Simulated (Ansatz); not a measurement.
MoPd:
```xyz
2
Lattice="2.7153 0.0000 0.0000 0.0000 2.7153 0.0000 0.0000 0.0000 4.1390" Properties=species:S:1:pos:R:3 pbc="T T T"
Pd     0.0000     0.0000     0.0000
Mo     1.3577     1.3577     2.0695
```

Relaxed with PBE. Special points in fractions of this cell's reciprocal vectors: Γ (0.000, 0.000, 0.000); X (0.000, 0.500, 0.000); M (0.500, 0.500, 0.000); Z (0.000, 0.000, 0.500); R (0.000, 0.500, 0.500); A (0.500, 0.500, 0.500).

List the band energies nearest the Fermi level at these points for the program Ansatz at the PBE level (PAW).

In eV from the Fermi level; about four levels below and three above (degenerate sets whole), none deeper than 8.9 eV; … stands for higher levels left out; points with the same levels are listed once.

```
k                          below           above
-  -----------------------------  --------------
Γ  -2.92 -2.92 -2.81 -1.46 -1.04  2.08 2.40 2.40
X        -3.02 -2.69 -2.24 -2.19  0.33 1.76 1.96
M        -5.58 -5.58 -0.37 -0.27  1.33 1.33 2.31
Z        -2.40 -2.40 -1.41 -0.95     1.13 1.13 …
R        -3.93 -3.02 -2.73 -2.19  0.02 0.45 0.95
A        -2.55 -2.55 -2.52 -0.37  1.02 4.85 8.82
```

Space group P4/mmm (L1₀ or tetragonal B2). The start of the workflow was typed in or built on a structure type; neither database checked (COD, Materials Project) lists it. Its standing as an ambient phase is unchecked. The cell was relaxed with PBE under the symmetry of its start; whether a distortion lowers the energy is not shown. No spin polarisation was allowed. Spin–orbit coupling is left out wherever it is not named.

Potentials: the later of the program's two PAW sets.
